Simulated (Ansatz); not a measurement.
# Calculated coordination and ⁶¹Ni quadrupole coupling for SiNi2 at a changed volume

Cell: an entry of the Crystallography Open Database (COD), relaxed with PBE at fixed cell and then changed (volume scaled by 0.98, ions relaxed).

Space group Pnma (No. 62); a = 4.9565, b = 3.6950, c = 7.0126 Å.

| site | Wyckoff | site symmetry | x | y | z |
| --- | --- | --- | --- | --- | --- |
| Si | 4c | .m. | 0.2903 | 0.2500 | 0.3863 |
| Ni5 | 4c | .m. | 0.9579 | 0.2500 | 0.7938 |
| Ni9 | 4c | .m. | 0.3298 | 0.2500 | 0.0606 |

One atom of each set is listed.

Computed with Ansatz: DFT, PBE, plane waves and PAW, scalar-relativistic, collinear spin, 420 eV cutoff, Γ-centred 9×12×6 k-points, Fermi–Dirac smearing 0.05 eV. Start moments as typed (μB): 1.5 on each Ni, none on the rest.

Q(⁶¹Ni) = 162.0 mb.

(1) Order the Ni environments from the weakest to the strongest quadrupole coupling.
A. Ni9: 5 Si at 2.29–2.70 Å, 8 Ni at 2.55–2.68 Å
B. Ni5: 5 Si at 2.32–2.55 Å, 8 Ni at 2.55–2.68 Å

## Answers

(1) A (4.34 MHz, η = 0.45), B (7.98 MHz, η = 0.84).

With no gap above 0.1 eV, as in a metal, the gradients converge slowly in k; expect changes of a tenth or more on a denser mesh. With these PAW files V_zz is typically within 2 to 3 % of all-electron values, but misses above 10 % occur on Ni. At this changed cell the PBE pressure is 7 GPa. The start moments die out, and the run ends without spin.
